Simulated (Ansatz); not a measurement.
Here is the system:

S:
Space group Fddd, origin choice 1 (No. 70); a = 10.614 Å, b = 12.962 Å, c = 24.297 Å, α = 90.00°, β = 90.00°, γ = 90.00°

| atom | site | symmetry | x | y | z |
|---|---|---|---|---|---|
| S | 32h | 1 | 0.0184 | 0.4222 | 0.0744 |
| S | 32h | 1 | 0.3351 | 0.1072 | 0.1277 |
| S | 32h | 1 | 0.0916 | 0.1552 | 0.2982 |
| S | 32h | 1 | 0.0884 | 0.0329 | 0.2443 |
(The calculation used a cell of 32 atoms; values per cell refer to that cell.)

This is the PBEsol-relaxed structure.

**Question.** All from DFT-PBEsol in the program Ansatz with PAW potentials, unless another level is named. Predict the band gap.

**Answer.** 1.99 eV (indirect).

**Question.** Give the smallest direct gap on the standard path.

**Answer.** 2.10 eV.

**Question.** Next, the valence-band maximum?

**Answer.** at Γ.

The cell was relaxed with PBEsol under the symmetry of its start. A crystal of weakly bound molecules computed without a dispersion correction: the cell and the soft elastic constants depend strongly on that.

Potentials: the later of the program's two PAW sets.
